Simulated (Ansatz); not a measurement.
Method: r2SCAN, with U = 3.11 eV and J = 0.77 eV on Ti d (all-electron-ortho-atomic projectors), collinear spin; PAW, plane waves to 500 eV, 5×5×5 Γ-centred mesh, fermi-dirac occupations (width 0.1 eV) (Ansatz 0.2.0), atoms fixed.

Computed maps in the lattice plane spanned by a (left to right, 4.32 Å, 13 points from zero) and b (bottom to top, 4.32 Å, 13 points from zero), 90° apart, at height 0.000 along c. The fields are smooth PAW ones with compensation charges, not the true ones near nuclei.

Valence density. Digits on a logarithmic scale: 0 up to 0.03 e/Å³, each further digit a factor of 1.6, 9 from 1.3 e/Å³ up:
```
9997888888799
9966788887669
7765567765567
8875444444578
8886432234688
5887421124788
5887421124788
8886432234688
8875444444578
7765567765567
9966788887669
9997888888799
9997885588799
```

The cell is Sr$_{2}$TiS$_{4}$. Which atoms lie within 0.2 Å of this plane, and where (fractions of a and b)?

Ti at (0.00, 0.00), S at (0.50, 0.00), S at (0.00, 0.50). The whole cell:
```
Sr Ti S
1.0
     0.00000    4.32465    0.00000
     4.32465    0.00000    0.00000
     2.16232    2.16232   -7.13504
Sr Ti S
2 1 4
Direct
  0.35600 0.35600 0.28800
  0.64400 0.64400 0.71200
  0.00000 0.00000 0.00000
  0.50000 0.00000 0.00000
  0.00000 0.50000 0.00000
  0.15700 0.15700 0.68600
  0.84300 0.84300 0.31400
```

The state carries no moments; the state need not be the lowest.

Origin: a known structure type with other elements, at an estimated volume, so it need not be a known compound. Caveats: the k mesh is coarse if the cell is a metal; atoms or cell far from equilibrium.
